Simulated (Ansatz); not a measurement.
Mg₃Sb₂:
```
Mg3Sb2
1.0
    4.56806     0.00000     0.00000
   -2.28403     3.95606     0.00000
    0.00000     0.00000     7.24331
Sb Mg
2 3
Direct
  0.33333   0.66667   0.22872
  0.66667   0.33333   0.77128
  0.00000   0.00000   0.00000
  0.33333   0.66667   0.63365
  0.66667   0.33333   0.36635
```

Relaxed with r²SCAN.

Task: Map the electron localisation function on the plane through (0.333, 0.667, 0.229) spanned by u = [0, 0, 1] and v = [1, -1, 0] in lattice vectors, from r²SCAN in the plane-wave PAW code Ansatz.

Result: x is the fraction of u, y of v (the angle between them is 90°; rows are the nearest grid lines); atoms in the plane: Sb at (0.00, 0.00), Sb at (0.54, 0.33), Mg at (0.77, 0.67), Mg at (0.40, 0.00), Mg at (0.14, 0.33).
```
y \ x   0.000  0.0833  0.194  0.278  0.361  0.444  0.556  0.639  0.722  0.806  0.917   1.00
------  -----  ------  -----  -----  -----  -----  -----  -----  -----  -----  -----  -----
1.00    0.000   0.122  0.718  0.048  0.354  0.327  0.025  0.041  0.097  0.611  0.131  0.000
0.925   0.117   0.306  0.702  0.106  0.277  0.288  0.090  0.073  0.089  0.611  0.344  0.117
0.850   0.537   0.587  0.525  0.204  0.056  0.088  0.196  0.141  0.110  0.505  0.714  0.537
0.775   0.526   0.380  0.155  0.057  0.059  0.097  0.164  0.124  0.028  0.036  0.529  0.526
0.700   0.103   0.049  0.020  0.014  0.020  0.039  0.099  0.023  0.433  0.390  0.031  0.103
0.625   0.097   0.048  0.021  0.016  0.026  0.052  0.133  0.025  0.440  0.421  0.034  0.097
0.550   0.162   0.114  0.061  0.077  0.223  0.408  0.592  0.548  0.034  0.025  0.166  0.162
0.450   0.165   0.031  0.024  0.333  0.647  0.473  0.371  0.563  0.651  0.134  0.121  0.165
0.375   0.027   0.433  0.429  0.148  0.683  0.268  0.003  0.292  0.617  0.155  0.061  0.027
0.300   0.025   0.437  0.435  0.133  0.680  0.251  0.001  0.270  0.606  0.156  0.063  0.025
0.225   0.559   0.066  0.038  0.381  0.712  0.499  0.339  0.475  0.549  0.093  0.412  0.559
0.150   0.589   0.725  0.612  0.363  0.369  0.625  0.737  0.605  0.176  0.249  0.647  0.589
0.0750  0.116   0.315  0.717  0.119  0.257  0.259  0.209  0.143  0.078  0.568  0.335  0.116
0.000   0.000   0.122  0.718  0.048  0.354  0.327  0.025  0.041  0.097  0.611  0.131  0.000
```

The density is the valence pseudo-density with augmentation charge, so density and ELF within about 1 Å of a nucleus are not all-electron values.

Space group P-3m1 (La2O3 or Ni2Al3 type). The r²SCAN relaxation kept the symmetry of its start. Scalar-relativistic: spin–orbit coupling is off unless named, which matters more the heavier the elements.

Potentials: the later of the program's two PAW sets.
